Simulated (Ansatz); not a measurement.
CdBr2:
```yaml
crystal:
  lattice:
    - [1.99823, 1.15368, 6.36059]
    - [-1.99823, 1.15368, 6.36059]
    - [0.00000, -2.30736, 6.36059]
  atoms:
    - { symbol: Cd, position: [0.00000, 0.00000, 0.00000] }
    - { symbol: Br, position: [0.74854, 0.74854, 0.74854] }
    - { symbol: Br, position: [0.25146, 0.25146, 0.25146] }
```

The program Ansatz at the r²SCAN+D4 level (PAW) gives a gap of 3.46 eV without spin–orbit coupling, maximum on the Γ–S0 line, 52 % of the way from Γ, minimum at Γ.

Task: What happens when spin–orbit coupling is switched on?

Result: The gap drops by 0.11 eV, to 3.35 eV; maximum at T, minimum at Γ.

Task: Give the electron effective mass with spin–orbit coupling.

Result: 0.29, 0.29, 0.31 mₑ (principal values).

Task: Give the hole effective mass with spin–orbit coupling.

Result: 0.74, 0.74, 4.4 mₑ (principal values).

Space group R-3m. The first step of the workflow began from a Materials Project structure, measured or hypothetical; the Crystallography Open Database files this formula in space group No. 166, but the cells were not matched. Whether it is the stable phase at ambient conditions was not checked. The r²SCAN+D4 relaxation kept the symmetry of its start; whether a distortion lowers the energy is not shown.

Potentials: the later of the program's two PAW sets.
